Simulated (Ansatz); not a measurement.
Relaxation of a generated cell, HfO2 built in the beta-tridymite structure type; 12 atoms in the cell, which starts as P6₃/mmc (No. 194), hP12; a = b = 5.9293 Å, c = 9.7062 Å, α = β = 90.00°, γ = 120.00°. These are r2SCAN (plane waves to 500 eV, PAW, scalar-relativistic; Ansatz, a program for electronic structure) values and carry that method's errors. Γ-centred k-mesh 4×4×2 on the run's cell (coarser than for final values), Fermi–Dirac smearing 0.05 eV. This is the first round of the run. 

The optimiser's lines from the output (shortened; P is positive under compression):

```
relax step   1: F+E_penalty+E_count = -67496.59174217 eV  Δ(F+E_penalty+E_count) = +0.000e0 eV  max|allowed force component| = 4.757e-1 eV/Å  Δτ_max = 0.0000 Å  P = +25.712 GPa  Ω = 295.523 Å³  (10 SCF iters, dr2 threshold 1.00e-7 eV, accepted)
relax step   2: F+E_penalty+E_count = -67500.68459590 eV  Δ(F+E_penalty+E_count) = -4.093e0 eV  max|allowed force component| = 5.856e-2 eV/Å  Δτ_max = 0.0051 Å  P = +5.552 GPa  Ω = 340.613 Å³  (10 SCF iters, dr2 threshold 1.20e-6 eV, accepted)
relax step   3: F+E_penalty+E_count = -67500.98577648 eV  Δ(F+E_penalty+E_count) = -3.012e-1 eV  max|allowed force component| = 1.754e-2 eV/Å  Δτ_max = 0.0001 Å  P = +1.183 GPa  Ω = 355.533 Å³  (7 SCF iters, dr2 threshold 1.20e-6 eV, accepted)
relax step   4: F+E_penalty+E_count = -67501.00099054 eV  Δ(F+E_penalty+E_count) = -1.521e-2 eV  max|allowed force component| = 7.615e-3 eV/Å  Δτ_max = 0.0009 Å  P = +0.084 GPa  Ω = 359.800 Å³  (6 SCF iters, dr2 threshold 1.20e-6 eV, accepted)
relax step   5: F+E_penalty+E_count = -67501.00097857 eV  Δ(F+E_penalty+E_count) = +1.198e-5 eV  max|allowed force component| = 1.734e-3 eV/Å  Δτ_max = 0.0006 Å  P = +0.000 GPa  Ω = 360.133 Å³  (6 SCF iters, dr2 threshold 2.59e-8 eV, accepted)
relax step   6: F+E_penalty+E_count = -67501.01986748 eV  Δ(F+E_penalty+E_count) = -1.889e-2 eV  max|allowed force component| = 1.520e-3 eV/Å  Δτ_max = 0.0000 Å  P = +0.020 GPa  Ω = 360.133 Å³  stress off target by 2.10e-2 GPa  SCF on the basis re-selected at this cell (its energy is not comparable with the rows above)  (9 SCF iters)
relax step   7: F+E_penalty+E_count = -67501.01985609 eV  Δ(F+E_penalty+E_count) = +1.139e-5 eV  max|allowed force component| = 2.466e-3 eV/Å  Δτ_max = 0.0003 Å  P = -0.000 GPa  Ω = 360.217 Å³  (7 SCF iters, dr2 threshold 1.11e-9 eV, accepted)
relax step   8: F+E_penalty+E_count = -67501.01988872 eV  Δ(F+E_penalty+E_count) = -3.263e-5 eV  max|allowed force component| = 2.460e-3 eV/Å  Δτ_max = 0.0000 Å  P = -0.000 GPa  Ω = 360.217 Å³  stress off target by 3.86e-3 GPa  SCF on the basis re-selected at this cell (its energy is not comparable with the rows above)  (4 SCF iters)
```

From the first to the last row the energy changes by -0.37 eV/atom and the volume by +21.9 %. The last row is marked as not comparable with the walk above it, whose basis was carried along; it does compare with step 1, since both stand on a basis selected at the nominal cutoff for their own cell.

Later rounds, restarted from the end of this one on a renewed k-mesh, logged 2 more steps and released under 1 meV/atom more. The final structure after all rounds: P6₃/mmc (No. 194), hP12, AFLOW prototype A2B_hP12_194_cg_f (C10, as in SiO2); a = 6.342 Å, b = 6.342 Å, c = 10.343 Å, α = 90.00°, β = 90.00°, γ = 120.00°. Between re-selections the logged energies stand on a plane-wave basis carried along with the cell. No spin polarisation in the result.

The run could not lose the symmetry of its start: the end is stationary, and may be a saddle point rather than a minimum.

The relaxed structure here is a generated cell of HfO2: the first start was made by placing the elements on the sites of a structure type, and the end was not matched to a known phase here, so it may be hypothetical. Known forms of HfO2 include space group No. 14, 29, 137, 225.
